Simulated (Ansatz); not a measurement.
# Notes on Cs2LiYCl6

```xyz
10
Lattice="0.0010 5.1130 5.1106 5.2513 -0.1012 5.2129 5.2293 5.1932 -0.0792" Properties=species:S:1:pos:R:3 pbc="T T T"
Y     5.2698   -0.0292    5.2201
Cl    2.6769    5.0596    5.0796
Cl    5.3557    2.5040    5.1112
Cl    7.9055    5.0607    5.0766
Cl    5.1833    7.6928    5.1477
Cl    5.2076    5.1766    2.4711
Cl    5.2835    5.1083    7.7916
Li    5.2639    5.2433    5.1691
Cs    2.6255    2.6385    2.4440
Cs    7.8852    7.7321    7.6988
```

Method: m-r2SCAN, no spin polarisation; PAW, plane waves to 500 eV, 3×3×3 Γ-centred mesh, gaussian occupations (width 0.0129 eV) (Ansatz 0.2.0), atoms fixed.

What is the character of the valence top and the conduction bottom?

Within 0.7 eV of the edges, the states project mainly on Cl p (98 %) below the gap and on Y d (79 %) above it.

Is the cell too large or too small?

The pressure is 1.4 GPa (compression positive), so with the atoms held at these fractions the cell would first expand; the forces are large, so a full relaxation may end otherwise. The principal stresses 0.6, 1.0, 2.6 GPa differ, so its shape would change too.

Is there a gap, and of what kind?

The gap on the k mesh is 5.50 eV; the mesh may miss the band edges, so the true gap of this level can be smaller.

Describe some of the short contacts.

Cl–Li at 2.45 Å: least valence density 0.10 e/Å³ and ELF 0.02 there, a closed-shell (ionic or weak) contact. Y–Cl at 2.54 Å: least valence density 0.39 e/Å³ and ELF 0.18 there. Cs–Cl at 3.49 Å: least valence density 0.07 e/Å³ and ELF 0.04 there, a closed-shell (ionic or weak) contact. Both are smooth PAW fields, read partly inside the augmentation spheres.

Where is the largest force?

The largest is on Cl7: 0.87 eV/Å, components (0.01, -0.13, -0.86). It makes 171° with the line to a nearest neighbour, Y1 at 2.54 Å, pointing away from it.

Origin: a strained cell with displaced atoms, so it need not be a known compound. Caveats: an odd or shifted mesh can miss the band edges, so this level's true gap may be smaller; m-r2SCAN is r2SCAN with a changed spin dependence that lowers moments.
